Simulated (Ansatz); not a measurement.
**Mo3Pt squeezed and stretched**

A database entry relaxed whole under r2SCAN (Pm-3n):

```
CELL_PARAMETERS angstrom
4.98543 0.00000 0.00000
0.00000 4.98543 0.00000
0.00000 0.00000 4.98543
ATOMIC_POSITIONS crystal
Mo 0.25000 0.00000 0.50000
Mo 0.50000 0.75000 0.00000
Mo 0.75000 0.00000 0.50000
Mo 0.50000 0.25000 0.00000
Mo 0.00000 0.50000 0.75000
Mo 0.00000 0.50000 0.25000
Pt 0.00000 0.00000 0.00000
Pt 0.50000 0.50000 0.50000
```

The cell was scaled uniformly, its shape held, and the atoms relaxed at each volume with plane-wave PAW DFT (Ansatz 0.2.0; r2SCAN, 500 eV, 7×7×7 Γ-centred mesh, fermi-dirac occupations of width 0.100 eV; no spin, no spin-orbit coupling). One row is withheld.

```json
{"volume (Å³/atom)": "14.559", "energy over the lowest (meV/atom)": "53.4", "pressure (GPa)": "20.02"}
{"volume (Å³/atom)": "14.869", "energy over the lowest (meV/atom)": "22.5", "pressure (GPa)": "12.60"}
{"volume (Å³/atom)": "15.179", "energy over the lowest (meV/atom)": "5.1", "pressure (GPa)": "5.95"}
{"volume (Å³/atom)": "15.489", "energy over the lowest (meV/atom)": "0.0", "pressure (GPa)": "0.00"}
{"volume (Å³/atom)": "15.799", "energy over the lowest (meV/atom)": "5.7", "pressure (GPa)": "-5.33"}
{"volume (Å³/atom)": "16.108", "energy over the lowest (meV/atom)": "?", "pressure (GPa)": "?"}
{"volume (Å³/atom)": "16.418", "energy over the lowest (meV/atom)": "45.5", "pressure (GPa)": "-14.36"}
```

Problem. Fit the pressures of the other rows to the third-order Birch-Murnaghan form.

Solution. With f = [(V₀/V)^(2/3) − 1]/2 and P = 3B₀f(1 + 2f)^(5/2)[1 + 3(B₀′ − 4)f/2], least squares gives V₀ = 15.49 Å³ an atom, B₀ = 281 GPa and B₀′ = 4.5; the rows miss the fit by less than 0.01 GPa. The slope of the energies differs from these pressures by 0.27 GPa, since they are taken to zero smearing while pressures follow the free energy.

Problem. What does the withheld row hold?

Solution. The fit gives -10.09 GPa at 16.108 Å³; the run gave -10.10 GPa and 21.2 meV an atom.

Caveats: the shape of the cell was held; 0 K, fixed nuclei; the symmetry was kept, and this need not be the phase that is stable at 0 K; one mesh for all volumes; pressure is positive in compression.
